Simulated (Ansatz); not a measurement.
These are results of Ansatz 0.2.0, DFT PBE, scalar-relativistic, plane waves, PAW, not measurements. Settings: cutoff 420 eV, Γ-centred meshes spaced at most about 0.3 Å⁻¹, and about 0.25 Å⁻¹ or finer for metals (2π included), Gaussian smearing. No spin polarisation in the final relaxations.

All energies are static (0 K, no zero-point motion). Lower structures may exist.

Question: Which of these relaxed structures of SnCl is the lowest in energy?
A.

```cif
data_structure
_symmetry_space_group_name_H-M 'P6/mmm'
_symmetry_Int_Tables_number 191
_cell_length_a 3.4904
_cell_length_b 3.4904
_cell_length_c 5.3120
_cell_angle_alpha 90.000
_cell_angle_beta 90.000
_cell_angle_gamma 120.000
_cell_volume 56.05
loop_
_atom_site_label
_atom_site_type_symbol
_atom_site_symmetry_multiplicity
_atom_site_Wyckoff_symbol
_atom_site_fract_x
_atom_site_fract_y
_atom_site_fract_z
_atom_site_occupancy
Sn1 Sn 1 a 0.00000 0.00000 0.00000 1
Cl1 Cl 1 b 0.00000 0.00000 0.50000 1
```

B.

```cif
data_structure
_symmetry_space_group_name_H-M 'P4/nmm:1'
_symmetry_Int_Tables_number 129
_cell_length_a 4.3200
_cell_length_b 4.3200
_cell_length_c 8.3776
_cell_angle_alpha 90.000
_cell_angle_beta 90.000
_cell_angle_gamma 90.000
_cell_volume 156.34
loop_
_atom_site_label
_atom_site_type_symbol
_atom_site_symmetry_multiplicity
_atom_site_Wyckoff_symbol
_atom_site_fract_x
_atom_site_fract_y
_atom_site_fract_z
_atom_site_occupancy
Sn1 Sn 2 c 0.50000 0.00000 0.96693 1
Cl1 Cl 2 c 0.50000 0.00000 0.68305 1
```

C.

```cif
data_structure
_symmetry_space_group_name_H-M 'Pmmm'
_symmetry_Int_Tables_number 47
_cell_length_a 3.3420
_cell_length_b 3.5711
_cell_length_c 4.6801
_cell_angle_alpha 90.000
_cell_angle_beta 90.000
_cell_angle_gamma 90.000
_cell_volume 55.86
loop_
_atom_site_label
_atom_site_type_symbol
_atom_site_symmetry_multiplicity
_atom_site_Wyckoff_symbol
_atom_site_fract_x
_atom_site_fract_y
_atom_site_fract_z
_atom_site_occupancy
Sn1 Sn 1 f 0.50000 0.50000 0.00000 1
Cl1 Cl 1 d 0.50000 0.00000 0.50000 1
```

D.

```cif
data_structure
_symmetry_space_group_name_H-M 'P6_3mc'
_symmetry_Int_Tables_number 186
_cell_length_a 3.5012
_cell_length_b 3.5012
_cell_length_c 10.1975
_cell_angle_alpha 90.000
_cell_angle_beta 90.000
_cell_angle_gamma 120.000
_cell_volume 108.26
loop_
_atom_site_label
_atom_site_type_symbol
_atom_site_symmetry_multiplicity
_atom_site_Wyckoff_symbol
_atom_site_fract_x
_atom_site_fract_y
_atom_site_fract_z
_atom_site_occupancy
Sn1 Sn 2 b 0.33333 0.66667 0.31171 1
Cl1 Cl 2 b 0.33333 0.66667 0.06329 1
```

Answer: B. It has space group P4/nmm (No. 129); the next, D, with space group P6_3mc (No. 186), lies 48 meV/atom higher. Counting Cl atoms around Sn (those within 1.25 times the shortest such distance or 1.15 times the sum of covalent radii, 1.27 where that leaves under three), the lowest and the next both have Sn 1.

For metals, differences of a few meV/atom aren't resolved. Weakly bound directions are ill-defined at this level, which has no dispersion term (P4/nmm, P6_3mc), and this can change margins and order among such cells. In Pmmm, P6/mmm an odd number of electrons in the primitive cell allows no gap without spin; a larger cell or a magnetic state could open one. The P6_3mc cell at 27.1 Å³/atom was relaxed from a Materials Project cell. Cells relaxed within their symmetry can be saddle points. Some structure types and database cells were kept out of the candidates from the start, so a known form may be missing.
